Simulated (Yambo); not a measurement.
Data:

```
CELL_PARAMETERS angstrom
      3.92812     0.00000     0.00000
      0.00000     3.92812     0.00000
      0.00000     0.00000     5.65245
ATOMIC_POSITIONS crystal
  S  0.50000 0.00000 0.27543
  S  0.00000 0.50000 0.72457
  Zn 0.00000 0.00000 0.50000
  Cd 0.50000 0.50000 0.00000
```

Workflow: PBEsol (Quantum ESPRESSO, PseudoDojo norm-conserving, 102 Ry, without SOC), then G0W0 in Yambo (4×4×2 Γ-centred k mesh, bands 9 to 173 and a 8 Ry block in the screening, 173 bands in G with the Bruneval-Gonze terminator, plasmon pole fitted at 27.2 eV).

Give the PBEsol and G0W0 gaps between the band edges found on this mesh, and say where the edges lie.

Edges: Γ → Γ. PBEsol: 1.38 eV; G0W0: 2.60 eV. Nearest settings tried, and what they do to the gap: 114 bands in W, 114 bands in G: +16 meV; 3 Ry block (51 vectors against 237): -156 meV; 2×2×2 mesh: -109 meV. So the settings aren't converged at that level. Spin-orbit splittings are left out.

Geometry relaxed with PBEsol.

The structure is a Materials Project entry; no match was found in the copy of COD used, and its stability was not checked.
